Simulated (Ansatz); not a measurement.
Band table of BiTe

```xyz
2
Lattice="0.0000 3.2350 3.2350 3.2350 0.0000 3.2350 3.2350 3.2350 0.0000" Properties=species:S:1:pos:R:3 pbc="T T T"
Bi    0.0000    0.0000    0.0000
Te    3.2350    3.2350    3.2350
```

Atom numbers follow the list: Bi1, Te2.

The cell is COD entry 9008604, as deposited and not checked against the literature; nothing was relaxed.

Theory: DFT, PBE, all-electron LAPW, Dirac equation with spin-orbit coupling in Ansatz 0.2.0.

Numerical set-up: a Γ-centred 10×10×10 k mesh, Fermi–Dirac smearing of 0.03 eV, basis error target 0.25 meV/atom, no spin polarisation.

Path points, in fractions of the reciprocal vectors: Γ (0.000, 0.000, 0.000), X (0.500, 0.000, 0.500), U (0.625, 0.250, 0.625), K (0.375, 0.375, 0.750), L (0.500, 0.500, 0.500), W (0.500, 0.250, 0.750). Levels in eV from the Fermi level, one of each degenerate spinor pair; bands 45 to 71, counted from the lowest band of the run. The gap is zero.

```
# k(1/Å) point b45 b47 b49 b51 b53 b55 b57 b59 b61 b63 b65 b67 b69 b71
0.000 Γ -21.54 -21.54 -21.53 -13.32 -7.87 -3.35 -2.02 -2.02 0.73 2.97 2.97 4.79 4.79 4.91
0.194 - -21.54 -21.53 -21.53 -13.20 -8.15 -3.34 -2.21 -1.67 0.24 2.21 3.03 4.28 5.24 5.38
0.388 - -21.54 -21.53 -21.53 -12.86 -8.73 -3.60 -2.64 -1.82 -0.03 2.09 3.29 3.49 6.44 6.66
0.583 - -21.54 -21.53 -21.53 -12.35 -9.25 -4.03 -3.57 -3.09 1.58 2.64 2.88 3.75 7.56 7.83
0.777 - -21.54 -21.53 -21.52 -11.81 -9.59 -5.07 -4.23 -3.42 2.45 2.51 4.14 4.24 8.45 8.51
0.971 X -21.54 -21.53 -21.52 -11.56 -9.70 -5.62 -4.35 -3.53 2.39 2.67 4.46 5.14 8.98 9.57
1.040 - -21.54 -21.53 -21.52 -11.54 -9.73 -5.61 -4.32 -3.51 2.44 2.61 4.36 5.11 9.10 9.50
1.108 - -21.54 -21.53 -21.52 -11.50 -9.84 -5.56 -4.25 -3.45 2.39 2.64 4.09 5.03 9.02 9.43
1.177 - -21.54 -21.53 -21.52 -11.43 -10.00 -5.49 -4.14 -3.34 2.11 2.89 3.74 4.90 8.51 9.18
1.246 - -21.54 -21.53 -21.52 -11.34 -10.21 -5.39 -3.98 -3.20 1.76 3.01 3.57 4.74 8.00 8.69
1.314 U -21.54 -21.53 -21.52 -11.24 -10.43 -5.26 -3.79 -3.02 1.37 2.66 3.90 4.58 7.51 8.22
1.433 - -21.54 -21.53 -21.52 -11.18 -10.55 -5.12 -4.03 -2.49 0.72 2.82 4.09 4.58 6.73 8.66
1.552 - -21.54 -21.53 -21.52 -11.13 -10.63 -4.88 -4.44 -1.68 -0.18 3.26 3.87 5.03 5.85 9.37
1.671 - -21.54 -21.53 -21.52 -11.13 -10.63 -4.88 -4.44 -1.68 -0.18 3.26 3.87 5.03 5.85 9.37
1.790 - -21.54 -21.53 -21.52 -11.18 -10.55 -5.12 -4.03 -2.49 0.72 2.82 4.09 4.58 6.73 8.66
1.909 K -21.54 -21.53 -21.52 -11.24 -10.43 -5.26 -3.79 -3.02 1.37 2.66 3.90 4.58 7.51 8.22
2.115 - -21.54 -21.53 -21.53 -11.42 -10.54 -4.74 -3.04 -2.30 0.15 1.34 3.77 5.92 6.28 7.00
2.321 - -21.54 -21.53 -21.53 -12.17 -9.83 -4.08 -2.09 -1.47 -0.85 0.38 3.15 5.19 6.05 7.69
2.527 - -21.54 -21.53 -21.53 -12.79 -8.97 -3.48 -1.89 -1.35 -0.69 0.73 2.76 4.62 5.37 6.81
2.733 - -21.54 -21.53 -21.53 -13.19 -8.20 -3.29 -2.07 -1.82 0.31 2.07 2.75 4.58 4.97 5.37
2.939 Γ -21.54 -21.54 -21.53 -13.32 -7.87 -3.35 -2.02 -2.02 0.73 2.97 2.97 4.79 4.79 4.91
3.107 - -21.54 -21.53 -21.53 -13.23 -8.10 -3.28 -2.00 -1.96 0.47 2.48 2.56 4.69 4.98 5.06
3.276 - -21.54 -21.53 -21.53 -12.97 -8.70 -3.10 -1.93 -1.81 -0.14 1.57 1.76 4.76 5.52 5.56
3.444 - -21.54 -21.53 -21.53 -12.53 -9.50 -2.85 -1.80 -1.62 -0.82 0.73 0.96 5.31 6.37 6.37
3.612 - -21.54 -21.53 -21.53 -11.95 -10.34 -2.52 -1.63 -1.52 -1.36 0.10 0.35 6.30 7.43 7.49
3.780 L -21.54 -21.53 -21.53 -11.42 -10.97 -2.21 -1.89 -1.54 -1.30 -0.16 0.11 7.45 7.75 8.48
3.918 - -21.54 -21.53 -21.53 -11.39 -10.94 -2.73 -2.58 -1.57 -0.93 0.36 0.73 6.91 7.34 8.40
4.055 - -21.54 -21.53 -21.53 -11.31 -10.85 -3.65 -3.41 -1.58 -0.67 1.46 1.92 6.15 6.52 8.65
4.192 - -21.54 -21.53 -21.53 -11.20 -10.73 -4.40 -4.15 -1.52 -0.50 2.64 3.11 5.55 5.85 9.14
4.330 - -21.54 -21.53 -21.52 -11.10 -10.63 -4.89 -4.64 -1.47 -0.37 3.57 3.92 5.18 5.56 9.68
4.467 W -21.54 -21.53 -21.52 -11.06 -10.58 -5.07 -4.81 -1.44 -0.32 3.93 4.13 5.06 5.60 9.78
4.564 - -21.54 -21.53 -21.52 -11.16 -10.45 -5.19 -4.67 -1.95 0.26 3.71 4.16 4.77 6.21 9.64
4.661 - -21.54 -21.53 -21.52 -11.32 -10.20 -5.37 -4.46 -2.66 1.18 3.27 4.06 4.79 7.16 9.46
4.758 - -21.54 -21.53 -21.52 -11.45 -9.95 -5.51 -4.32 -3.21 2.01 2.83 4.07 4.95 8.18 9.32
4.855 - -21.54 -21.53 -21.52 -11.53 -9.77 -5.59 -4.31 -3.48 2.47 2.56 4.29 5.09 9.14 9.21
4.952 X -21.54 -21.53 -21.52 -11.56 -9.70 -5.62 -4.35 -3.53 2.39 2.67 4.46 5.14 8.98 9.57
```
